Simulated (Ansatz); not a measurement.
Computed properties of ZrIr

ZrIr:
Space group Fm-3m (No. 225); a = b = c = 5.3628 Å, α = β = γ = 90.00°

```
atom  site  symmetry       x       y       z
----  ----  --------  ------  ------  ------
Ir      4a      m-3m  0.0000  0.0000  0.0000
Zr      4b      m-3m  0.5000  0.5000  0.5000
```
(The calculation used a cell of 2 atoms; values per cell refer to that cell.)

Space group Fm-3m (No. 225), rock salt; conventional cell a = b = c = 5.363 Å, α = β = γ = 90.00°.

Method: DFT-PBEsol in the program Ansatz with PAW potentials. Geometry: relaxed at this level of theory. Other levels are named where they apply.

### Cell and energy

```
Quantity                                                      Result
-----------------------------------------------------  -------------
Volume per atom                                             19.28 Å³
Density                                                  12.21 g/cm³
Formation energy from the elements (no fitted shifts)  -0.43 eV/atom
```

### Electronic structure

```
Quantity                                                                    Result
------------------------------------  --------------------------------------------
Electronic character                                             metallic (no gap)
Density of states at the Fermi level  0.47 states/eV per atom (mean over ±0.08 eV)
Gap with spin–orbit coupling                                       none (metallic)
```

### Mechanics

```
Item                                                                    Value
-------------------------------------  --------------------------------------
Bulk modulus (Birch–Murnaghan fit)                                    170 GPa
Pressure derivative B′                                                    4.3
Elastic constants (relaxed ions, GPa)        C11 = 317, C12 = 96.2, C44 = 7.3
Mechanical stability                   stable (all eigenvalues of C positive)
```

### Phonons

```
Quantity                                        Value
-----------------------------  ----------------------
Highest zone-centre frequency                158 cm⁻¹
Zone-centre stability          no imaginary mode at Γ
```

The start of the workflow was typed in or built on a structure type; neither database checked (COD, Materials Project) lists it. COD files the formula under space group No. 221. Its standing as an ambient phase is unchecked. Symmetry was held in the PBEsol relaxation. The run is not spin-polarised. As this level gives no gap, shear constants depend on the k-mesh and smearing (Fermi–Dirac, 0.1 eV here). As this level gives no gap, phonon frequencies hold no LO–TO term and depend on the k-mesh and smearing (Fermi–Dirac, 0.1 eV here). The references are the lowest solids computed at this level, not always the standard phases. Spin–orbit coupling is left out wherever it is not named.

Potentials: the earlier of the program's two PAW sets. The files were generated under PBE; for other functionals the program regenerates the frozen cores, and for LDA and PBEsol the local potential too.
